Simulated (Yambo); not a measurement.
Yambo run on MgS (rock salt, space group Fm-3m, No. 225). The wavefunctions come from this Quantum ESPRESSO step (LDA, PseudoDojo standard norm-conserving files, scalar-relativistic):

```
&CONTROL
  calculation = 'nscf'
  pseudo_dir = './pseudo'
  outdir = './out'
/
&SYSTEM
  ibrav = 0
  nat = 2
  ntyp = 2
  ecutwfc = 84.0
  ecutrho = 336.0
  occupations = 'fixed'
  force_symmorphic = .true.
  nbnd = 82
/
&ELECTRONS
  conv_thr = 2e-09
  diago_full_acc = .true.
  diago_thr_init = 1e-08
/
ATOMIC_SPECIES
Mg 24.3050 Mg.upf
S 32.0600 S.upf
CELL_PARAMETERS angstrom
  0.000000000000   2.565688111000   2.565688111000
  2.565688111000   0.000000000000   2.565688111000
  2.565688111000   2.565688111000   0.000000000000
ATOMIC_POSITIONS crystal
Mg   0.000000000000   0.000000000000   0.000000000000
S   0.500000000000   0.500000000000   0.500000000000
K_POINTS automatic
6 6 6 0 0 0
```

Yambo input:

```
rim_cut
gw0
dyson
el_el_corr
HF_and_locXC
ppa
em1d
RandQpts= 1000000
RandGvec= 1 Ry
EXXRLvcs= 84 Ry
VXCRLvcs= 336 Ry
Chimod= "HARTREE"
% BndsRnXp
 5 | 80 |
%
NGsBlkXp= 10 Ry
% LongDrXp
 1.0 | 1.0 | 1.0 |
%
PPAPntXp= 27.2114 eV
% GbndRnge
 1 | 80 |
%
GTermKind= "BG"
DysSolver= "n"
ExtendOut
% QPkrange
 1 | 1 | 8 | 9 |
 13 | 13 | 8 | 9 |
%
```

k points by index: 1 = Γ, 13 = X.

Table of the .qp output:

```
#    K-point    Band    Eo [eV]    E [eV]    E-Eo [eV]    Vxc [eV]    Vnlxc [eV]    Sc|Eo [eV]    Sc|E [eV]    dSc/dw|Eo [eV]    Re(Z)    Im(Z)
#
    1    8    0.000000    -1.111939    -1.111939    -13.37472    -16.36393    1.572504    1.877276    -7.457710    0.784886    -0.001371
    1    9    3.812391    4.525712    0.713321    -11.55281    -6.741058    -3.931915    -4.098430    -6.351051    0.810767    -0.001299
    13    8    -1.796759    -2.940017    -1.143258    -12.56238    -16.10289    2.081531    2.397244    -7.515240    0.783577    0.002990
    13    9    2.648599    3.547991    0.899391    -11.06056    -6.499913    -3.462198    -3.661255    -6.021777    0.818800    -0.001287
```
(The two width columns are left out.) Convergence of these settings isn't established.

Geometry relaxed with LDA.
